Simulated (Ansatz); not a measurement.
Relaxed-ion elastic tensor of BeAg (CsCl type, space group No. 221) in GPa (Voigt order), plane-wave PAW PBEsol (Ansatz code); density 7.88 g/cm³, 12.32 Å³ per atom.

|  | 1 | 2 | 3 | 4 | 5 | 6 |
|---|---|---|---|---|---|---|
| 1 | 181 | 113 | 113 | 0.0 | 0.0 | 0.0 |
| 2 | 113 | 181 | 113 | 0.0 | 0.0 | 0.0 |
| 3 | 113 | 113 | 181 | 0.0 | 0.0 | 0.0 |
| 4 | 0.0 | 0.0 | 0.0 | 79.2 | 0.0 | 0.0 |
| 5 | 0.0 | 0.0 | 0.0 | 0.0 | 79.2 | 0.0 |
| 6 | 0.0 | 0.0 | 0.0 | 0.0 | 0.0 | 79.2 |

Problem. Is the crystal mechanically stable?

Solution. Yes: the smallest eigenvalue of C is 68.2 GPa.

Problem. Work out the Voigt, Reuss and Hill averages.

Solution. K_V = 135, K_R = 135, K_H = 135; G_V = 61.1, G_R = 51.8, G_H = 56.5 GPa.

Problem. Give Young's modulus, Poisson's ratio, Pugh's ratio and the universal anisotropy index.

Solution. E = 9KG/(3K + G) = 149 GPa; ν = 0.32; K/G = 2.40 (ductile by the Pugh limit of 1.75); A_U = 5G_V/G_R + K_V/K_R − 6 = 0.90.

Problem. Estimate the sound speeds and the Debye temperature.

Solution. v_l = √((K + 4G/3)/ρ) = 5170 m/s, v_t = √(G/ρ) = 2680 m/s, mean 3000 m/s; Θ = (h/k)(3n/4πV)^(1/3) v_m = 386 K.

Problem. Give the Zener ratio and Young's modulus along [100], [110] and [111].

Solution. A = 2C44/(C11 − C12) = 2.32; 1/E = S11 − 2(S11 − S12 − S44/2)Γ with Γ = 0, 1/4, 1/3 gives 94.4, 156, 199 GPa.

Space group Pm-3m (CsCl type). The start of the workflow was typed in or built on a structure type; neither database checked (COD, Materials Project) lists it. Whether it is the stable phase at ambient conditions was not checked. The cell was relaxed with PBEsol under the symmetry of its start; its stability against distortions is not shown here. No spin polarisation was allowed. As this level gives no gap, shear constants depend on the k-mesh and smearing (Fermi–Dirac, 0.1 eV here).

Potentials: the later of the program's two PAW sets.
